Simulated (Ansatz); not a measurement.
The start is a generated cell, NbRu placed in the NbRh-10 structure type. The structure is fully relaxed (lattice and positions, P = 0) with PBE (plane waves to 420 eV, PAW, scalar-relativistic; Ansatz, a first-principles code). The first steps use a coarse 7×12×5 k-mesh.

The start:
```yaml
crystal:
  lattice:
    - [4.82280, 0.00000, 0.00000]
    - [0.00000, 2.80910, 0.00000]
    - [-1.68870, 0.00000, 6.74730]
  atoms:
    - { symbol: Nb, position: [0.74452, 0.00000, 0.33483] }
    - { symbol: Nb, position: [0.25548, 0.00000, 0.66517] }
    - { symbol: Nb, position: [0.00000, 0.00000, 0.00000] }
    - { symbol: Ru, position: [0.50000, 0.50000, 0.00000] }
    - { symbol: Ru, position: [0.25626, 0.50000, 0.33249] }
    - { symbol: Ru, position: [0.74374, 0.50000, 0.66751] }
```

Problem. How large is the pressure on the unrelaxed cell, and of which sign?

Solution. +11.5 GPa (positive: the cell is compressed).

Problem. What is the largest force in the starting geometry, and on which atom (counted from 1)?

Solution. 0.53 eV/Å, on Ru5, Ru6 (atoms numbered as listed).

Problem. How does the volume per atom move from start to end?

Solution. +4.8 %, from 15.24 to 15.97 Å³/atom.

Problem. How do the shortest distances between atoms change?

Solution. The closest pairs of elements (up to four, under 3.6 Å), start → end: Nb–Ru 2.71 → 2.70 Å; Ru–Ru 2.81 → 3.03 Å; Nb–Nb 2.81 → 2.92 Å.

Problem. Is the relaxed structure metallic? Give its gap.

Solution. Zero (metallic).

Problem. Write out the relaxed structure.

Solution. 
```cif
data_Nb3Ru3
_chemical_formula_sum 'Nb3 Ru3'
_space_group_name_H-M_alt 'P2/m'
_space_group_IT_number 10
_space_group_name_Hall '-P 2y'
_cell_length_a 4.60378
_cell_length_b 3.06862
_cell_length_c 6.95989
_cell_angle_alpha 90.000
_cell_angle_beta 102.898
_cell_angle_gamma 90.000
loop_
_atom_site_label
_atom_site_type_symbol
_atom_site_symmetry_multiplicity
_atom_site_Wyckoff_symbol
_atom_site_fract_x
_atom_site_fract_y
_atom_site_fract_z
_atom_site_occupancy
Nb1 Nb 2 m 0.31020 0.00000 0.67624 1
Nb2 Nb 1 a 0.00000 0.00000 0.00000 1
Ru1 Ru 1 e 0.50000 0.50000 0.00000 1
Ru2 Ru 2 n 0.20529 0.50000 0.34803 1
```

The space group stays P2/m (No. 10) (the run could not lower it), with 6 atoms in the primitive cell. Final values are on a 11×15×7 k-mesh of the relaxed cell. No spin polarisation in the result.

The run could not lower the symmetry of its start; a shaken copy of this end point relaxes with PBE to P2/m (No. 10), 0.06 eV/atom lower.

The relaxed structure here is a generated cell of NbRu: the first start was made by placing the elements on the sites of a structure type, and the end was not matched to a known phase here, so it may be hypothetical.
